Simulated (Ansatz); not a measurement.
An ordered 8-atom cell of In₄BiSb₃ on the zincblende lattice (I-42m) was put through Ansatz (plane waves). The cell was relaxed beforehand with r2SCAN.

Structure:
```cif
data_structure
_symmetry_space_group_name_H-M 'P 1'
_symmetry_Int_Tables_number 1
_cell_length_a 8.0914
_cell_length_b 8.0914
_cell_length_c 8.0914
_cell_angle_alpha 131.820
_cell_angle_beta 131.820
_cell_angle_gamma 70.513
_cell_volume 288.28
loop_
_atom_site_label
_atom_site_type_symbol
_atom_site_fract_x
_atom_site_fract_y
_atom_site_fract_z
_atom_site_occupancy
Sb1 Sb 0.25000 0.75000 0.50000 1
In1 In 0.87227 0.38100 0.00000 1
Sb2 Sb 0.50000 0.50000 0.00000 1
In2 In 0.12773 0.12773 0.50873 1
Sb3 Sb 0.75000 0.25000 0.50000 1
In3 In 0.38100 0.87227 0.00000 1
Bi1 Bi 0.00000 0.00000 0.00000 1
In4 In 0.61900 0.61900 0.49127 1
```

Main lines of the log:
```
scf.n_extra_bands = 6 over 56 filled bands (N_el = 112.0): the run solves 62 bands
Crystal: 8 atoms, lattice volume = 288.282 Å³
Basis set: ecut = 420 eV, 5647 PW (Γ)
Bands: 62, of which v1, the nominal top of the filled ones, is band 56 counted from 1 (55 counted from 0)
Symmetry: 8 space group operations
Space group: I-42m (ITA 121)
k-points: 30 of 216 (time reversal used)
preconditioner: auto → Resta (q_TF=auto, 2.331 Å⁻¹)  ε∞=3.3  [σ=0.020 eV  ℏωp=18.6 eV]
SCF 1 converged in 7 iterations: F = -54242.085654 eV  dr2 = 2.61e-8
NSCF: frozen V_eff on 94 k-points
Free energy (F): -54242.085654 eV
Internal energy: -54242.085285 eV  (E = F + TS)
E sigma→0 (E₀):  -54242.085470 eV
Entropy (-TS):   -0.000369 eV (-0.046 meV/atom)
Fermi energy:    6.988561 eV
--- Per-component energies (eV) ---
  E_band       = -1024.705699
  E_kinetic    = 1895.438105
  E_local      = -12935.285888
  E_nonlocal   = 3114.363169
  E_hartree    = 5358.208162
  E_xc         = -1425.895535
  E_vxc        = -827.803495
  E_paw        = -41011.648119
  E_vpaw       = -2987.834515
  E_ewald      = -9237.264844
  E_smearing   = -0.000369
--- Forces (eV/Å), atoms counted from 1 ---
  atom   1  Sb      0.00000      0.00000      0.00000
  atom   2  In      0.00745    -0.00745      0.00966
  atom   3  Sb      0.00000      0.00000      0.00000
  atom   4  In      0.00745      0.00745    -0.00966
  atom   5  Sb      0.00000      0.00000      0.00000
  atom   6  In    -0.00745      0.00745      0.00966
  atom   7  Bi      0.00000      0.00000      0.00000
  atom   8  In    -0.00745    -0.00745    -0.00966
--- Stress (GPa, compression-positive) ---
        1.421390       0.000000       0.000000
        0.000000       1.421390       0.000000
        0.000000       0.000000       1.423871
  P = ⅓ Tr σ = 1.4222 GPa (14.222 kbar)
--- Band table (eV; the first three rows and the last of 30) ---
  k-point 0: bands = […, 4.4353, 4.8490, 4.8490, 6.1912, 6.9725, 6.9752, 6.9752, 8.2915, 8.3018, 9.8911, …]
  k-point 1: bands = […, 4.8188, 4.9490, 5.0727, 5.0890, 6.4387, 6.8733, 7.8533, 8.4093, 9.3962, 9.5709, …]
  k-point 2: bands = […, 4.9931, 5.3400, 5.3825, 5.7462, 5.7781, 6.5381, 8.2859, 8.4606, 8.5407, 8.7257, …]
  k-point 29: bands = […, 4.8281, 4.9073, 5.5372, 5.5372, 5.7366, 5.7366, 8.1449, 8.2979, 8.2979, 8.4367, …]
```

Q: Which of these blocks stood in the input: relax, gw, phonons, dielectric, magnetization (spin_orbit)?

A: None of them. A single point prints forces and stress when the output block asks for them.

Q: Which k mesh was typed?

A: 6×6×6, Γ-centred.

Q: How were the bands filled?

A: With smearing of width σ = 0.02 eV (Fermi-Dirac in this run).

Q: Which functional?

A: PBE. The compression on the r2SCAN cell fits PBE, which tends to larger cells. The lines shown narrow the functional down without fixing it; this is the one that was run.

PBE gives a gap of zero: filled and empty bands touch at Γ.

Command: `ansatz run input.yaml --threads 2 --pin off --max-ram 20275MiB --backend cpu --events-out ev --progress --plain --runs-dir out`. It took 49 s on 2 threads of AMD EPYC 7R13 Processor (Zen 3) (shared host), load about 32.6 per core; peak host memory 1.4 GiB.

(Calculated; spin-unpolarised; the phase may be known or hypothetical.)

Spin-orbit coupling is left out, which matters wherever the heavy atoms make up the band edges.
